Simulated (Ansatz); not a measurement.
The relaxed structure here is a generated cell of Sb: the first start was made by placing the elements on the sites of a structure type, and the end was not matched to a known phase here, so it may be hypothetical. Known forms of Sb include space group No. 166.

One stationary structure of Sb. Space group Pm-3m (No. 221), simple cubic type. Computed with r2SCAN (plane waves to 500 eV, PAW, scalar-relativistic; Ansatz, an electronic-structure program).

```cif
data_Sb
_chemical_formula_sum 'Sb1'
_space_group_name_H-M_alt 'P 1'
_space_group_IT_number 1
_cell_length_a 3.08430
_cell_length_b 3.08430
_cell_length_c 3.08430
_cell_angle_alpha 90.000
_cell_angle_beta 90.000
_cell_angle_gamma 90.000
loop_
_space_group_symop_operation_xyz
  'x, y, z'
loop_
_atom_site_label
_atom_site_type_symbol
_atom_site_fract_x
_atom_site_fract_y
_atom_site_fract_z
_atom_site_occupancy
Sb1 Sb 0.00000 0.00000 0.00000 1
```

- Volume per atom: 29.34 Å³
- Band gap: zero (metallic)
- Shortest distances: Sb–Sb 3.08 Å
- k-mesh: 15×15×15

Band energies at high-symmetry points (eV from the Fermi level; labels of this space group; no spin-orbit coupling), from −5 eV up to 4.9 eV:

| point | energies |
|---|---|
| Γ | 3.47 3.47 3.47 |
| X | – |
| M | -3.87 -3.87 2.42 |
| R | -4.35 -1.85 -1.85 -1.85 |

No spin polarisation in the result. The relaxed primitive cell holds an odd number of electrons. A magnetic state may lie lower.

It was reached from a disturbed copy of a P6₃/mmc (No. 194) cell (hcp (Mg type)), against which it lies -0.37 eV/atom.
